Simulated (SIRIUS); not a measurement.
Set-up for a self-consistent single point of TaN (P-62m, 6 atoms in the cell; from Materials Project mp-1279, changed as shown).

```
CELL_PARAMETERS angstrom
      5.31065     0.00000     0.00000
     -2.65533     4.59916     0.00000
      0.00000     0.00000     2.97192
ATOMIC_POSITIONS crystal
  Ta 0.00000 0.00000 0.00000
  Ta 0.33333 0.66667 0.50000
  Ta 0.66667 0.33333 0.50000
  N  0.39239 0.00000 0.00000
  N  0.60761 0.60761 0.00000
  N  0.00000 0.39239 0.00000
```

All values come from this method and carry its errors: LDA (PW92), PseudoDojo 0.4 standard norm-conserving LDA (tails mended) pseudopotentials (plane waves; SIRIUS 7.12.0).

SIRIUS settings:

* **parameters.ngridk**: 5 5 8
* **parameters.xc_functionals**: [XC_LDA_X, XC_LDA_C_PW]
* **parameters.gk_cutoff**: 9.165 1/bohr
* **parameters.pw_cutoff**: 18.331 1/bohr
* **parameters.smearing**: gaussian
* **parameters.smearing_width**: 0.00183747 Ha
* **potentials**: PseudoDojo 0.4 standard norm-conserving LDA (tails mended) pseudopotentials
* **parameters.electronic_structure_method**: pseudopotential
* **parameters.num_bands**: 32
* **parameters.num_mag_dims**: 0
* **parameters.num_dft_iter**: 100
* **parameters.energy_tol**: 1e-07 Ha
* **parameters.density_tol**: 1e-06
* **mixer.type**: anderson
* **mixer.beta**: 0.5
* **mixer.use_hartree**: false

Results:

Number of valence electrons: 54
Number of bands: 32
Number of k-points after the program's reduction: 25
Number of plane waves (most at a k-point): 6419
Number of SCF iterations: 29
FFT grid: 64 × 64 × 36
Free energy E − TS: -6173.6300 eV
Fermi level (on the code's own zero): 18.02 eV
Pressure: -28.87 GPa
Largest force (vector length): 0.314 eV/Å

Forces (eV/Å):
```
atom      Fx      Fy     Fz
----  ------  ------  -----
Ta1    0.000   0.000  0.000
Ta2    0.000   0.000  0.000
Ta3    0.000   0.000  0.000
N4    -0.314   0.000  0.000
N5     0.157   0.272  0.000
N6     0.157  -0.272  0.000
```

Stress (GPa, positive for compression):
```
-27.80    0.00    0.00
  0.00  -27.80    0.00
  0.00    0.00  -31.01
```

For comparison: a first run was changed to give this one (volume scaled by 1.06), and from it to this one the free energy rises by 93.3 meV/atom, the pressure goes from -13.98 to -28.87 GPa and the largest force goes from 0.088 to 0.314 eV/Å.

The structure comes from a collection of computed structures, made at another level of theory; the collection holds predicted forms beside known ones. No clean gap shows at this smearing width and mesh (spacing up to 0.27 Å⁻¹); the mesh is coarse for partly filled bands, so the values carry mesh errors. At this pressure the cell is far from its equilibrium volume at this level.

Cost on one core: roughly 110 core-seconds.

“Tails mended”: in these copies of the files the far tail of each local potential was reset to the Coulomb form.
